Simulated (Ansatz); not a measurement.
LaC2:
Space group I4/mmm (No. 139); a = 3.8909 Å, b = 3.8909 Å, c = 6.5301 Å, α = 90.00°, β = 90.00°, γ = 90.00°

```tsv
atom	site	symmetry	x	y	z
La	2a	4/mmm	0.0000	0.0000	0.0000
C	4e	4mm	0.0000	0.0000	0.4009
```
(The calculation used a cell of 3 atoms; values per cell refer to that cell.)

Relaxed at zero pressure with DFT-PBEsol in the program Ansatz with PAW potentials.

Question: The volume is raised by 3 % and shape and atoms relax at that volume. What pressure results, and how do the axes share the change?

Answer: -2.7 GPa; a 1.2 %, b 1.2 %, c 0.6 %; the energy rises by 4 meV/atom.

Question: Give the new structure.

Answer: 
Space group I4/mmm (No. 139); a = b = 3.9368 Å, c = 6.5701 Å, α = β = γ = 90.00°

| atom | site | symmetry | x | y | z |
|---|---|---|---|---|---|
| La | 2a | 4/mmm | 0.0000 | 0.0000 | 0.0000 |
| C | 4e | 4mm | 0.0000 | 0.0000 | 0.4014 |

The phase is kept; no other phase was compared at this pressure.

The workflow started from a Materials Project entry (that database holds measured and hypothetical structures alike); the Crystallography Open Database files this formula in space group No. 139, but the cells were not matched. Whether it is the stable phase at ambient conditions was not checked. The cell was relaxed with PBEsol under the symmetry of its start; whether a distortion lowers the energy is not shown. Spin–orbit coupling is left out wherever it is not named.

Potentials: the later of the program's two PAW sets.
